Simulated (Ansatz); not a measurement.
System: Au (fcc type), 1 atom in the cell.

These are results of Ansatz, PBE, all-electron LAPW, point nucleus, not measurements.

k-mesh 4×4×4 Γ-centred; Fermi–Dirac smearing of 0.15 eV; no spin polarisation; no spin–orbit coupling.

```
Au
1.0
     0.00000    2.08010    2.08010
     2.08010    0.00000    2.08010
     2.08010    2.08010    0.00000
Au
1
Direct
  0.00000 0.00000 0.00000
```

Task: Is the cell under compression or tension, and by how much?

Result: The pressure is 1.73 GPa, so at these settings the cell is compressed and would expand.

The k-mesh is coarse, so these values belong to this mesh and can lie far from the converged ones.
